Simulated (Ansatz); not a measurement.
Computed with DFT PBE, scalar-relativistic, plane waves, PAW (Ansatz). All cells share a 420 eV cutoff and Γ-centred k meshes spaced at most about 0.3 Å⁻¹ (about 0.25 or finer for metals, 2π included). No spin polarisation in the final relaxations.

Temperature and zero-point effects are left out. All come from trial cells, and lower structures may exist.

Problem. Which of these relaxed structures of Si₂Bi is the lowest in energy?
A.

```
Si Bi
1.0
     4.32909    0.00000    0.00000
    -2.16455    3.74911    0.00000
     0.00000    0.00000   10.40028
Si Bi
4 2
Cartesian
  0.0000 2.4994 8.9316
  2.1645 1.2497 3.7315
  2.1645 1.2497 1.4686
  0.0000 2.4994 6.6688
  0.0000 0.0000 0.0000
  0.0000 0.0000 5.2001
```

B.

```
Si Bi
1.0
     3.73005    0.00000    0.00000
    -1.86502    3.23032    0.00000
     0.00000    0.00000   11.43828
Si Bi
4 2
Direct
  0.33333 0.66667 0.95682
  0.66667 0.33333 0.45682
  0.33333 0.66667 0.54318
  0.66667 0.33333 0.04318
  0.66667 0.33333 0.75000
  0.33333 0.66667 0.25000
```

C.

```
Si Bi
1.0
     5.60025    0.00000    0.00000
     0.00000    5.60025    0.00000
     0.00000    0.00000    8.30079
Si Bi
4 2
Direct
  0.29024 0.00000 0.50000
  0.70976 0.00000 0.50000
  0.00000 0.29024 0.50000
  0.00000 0.70976 0.50000
  0.00000 0.00000 0.82047
  0.00000 0.00000 0.17953
```

D.

```
Si Bi
1.0
    -1.69465    1.69465    6.24147
     1.69465   -1.69465    6.24147
     1.69465    1.69465   -6.24147
Si Bi
2 1
Direct
  0.27061 0.27061 0.00000
  0.72939 0.72939 0.00000
  0.50000 0.50000 0.00000
```

Solution. B. It has space group P6_3/mmc (No. 194); the next, D, with space group I4/mmm (No. 139), lies 31 meV/atom higher. Counting Si atoms around Bi (those within 1.25 times the shortest such distance or 1.15 times the sum of covalent radii, 1.27 where that leaves under three; the shortest distance is added where it exceeds 1.18 times the sum of covalent radii), the lowest has Bi 8 from 3.2 Å and the next has Bi 2. The lowest and the next both hold Si–Si nets. Even the lowest lies +0.34 eV/atom against the elements.

Spin–orbit coupling, which can matter for Bi, is left out. A magnetic state wasn't ruled out in cells without spin, among them I4/mmm. Cells relaxed within their symmetry can be saddle points. Some structure types and database cells were kept out of the candidates from the start, so a known form may be missing.
